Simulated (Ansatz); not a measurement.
**AlBN2: computed property card**

AlBN2:
```cif
data_Al2B2N4
_chemical_formula_sum 'Al2 B2 N4'
_space_group_name_H-M_alt 'P 1'
_space_group_IT_number 1
_cell_length_a 4.81552
_cell_length_b 4.81552
_cell_length_c 4.81552
_cell_angle_alpha 129.553
_cell_angle_beta 129.553
_cell_angle_gamma 74.122
loop_
_space_group_symop_operation_xyz
  'x, y, z'
loop_
_atom_site_label
_atom_site_type_symbol
_atom_site_fract_x
_atom_site_fract_y
_atom_site_fract_z
_atom_site_occupancy
Al1 Al 0.75000 0.25000 0.50000 1
Al2 Al 0.00000 0.00000 0.00000 1
B1 B 0.25000 0.75000 0.50000 1
B2 B 0.50000 0.50000 0.00000 1
N1 N 0.18100 0.12500 0.55600 1
N2 N 0.87500 0.43100 0.05600 1
N3 N 0.56900 0.62500 0.44400 1
N4 N 0.37500 0.81900 0.94400 1
```

Space group I-42d (No. 122), chalcopyrite; conventional cell a = 4.1043 Å, b = 4.1043 Å, c = 7.6855 Å, α = 90.00°, β = 90.00°, γ = 90.00°.

Method: the program Ansatz at the PBE level (PAW). Structure relaxed to zero pressure with the same functional. Other levels are named where they apply.

**Cell and energy**

```json
{
 "volume_per_atom": "8.09 Å³",
 "density": "3.38 g/cm³",
 "Formation energy from the elements (no fitted shifts)": "-1.03 eV/atom"
}
```

**Electronic structure**

```json
{
  "band_gap": "2.89 eV (direct)",
  "valence_band_maximum": "at Γ",
  "conduction_band_minimum": "at Γ",
  "electron_effective_mass": "0.36, 0.36, 0.44 mₑ (principal values)",
  "hole_effective_mass": "0.38, 0.90, 0.90 mₑ (principal values)"
}
```

**Mechanics**

```json
{
 "Bulk modulus (Birch–Murnaghan fit)": "258 GPa",
 "Pressure derivative B′": "3.6"
}
```

The start of the workflow was typed in or built on a structure type; neither database checked (COD, Materials Project) lists it. Whether it is the stable phase at ambient conditions was not checked. Symmetry was held in the PBE relaxation; whether a distortion lowers the energy is not shown. The references are the lowest solids computed at this level, not always the standard phases (solids in place of the gases).

Potentials: the earlier of the program's two PAW sets.
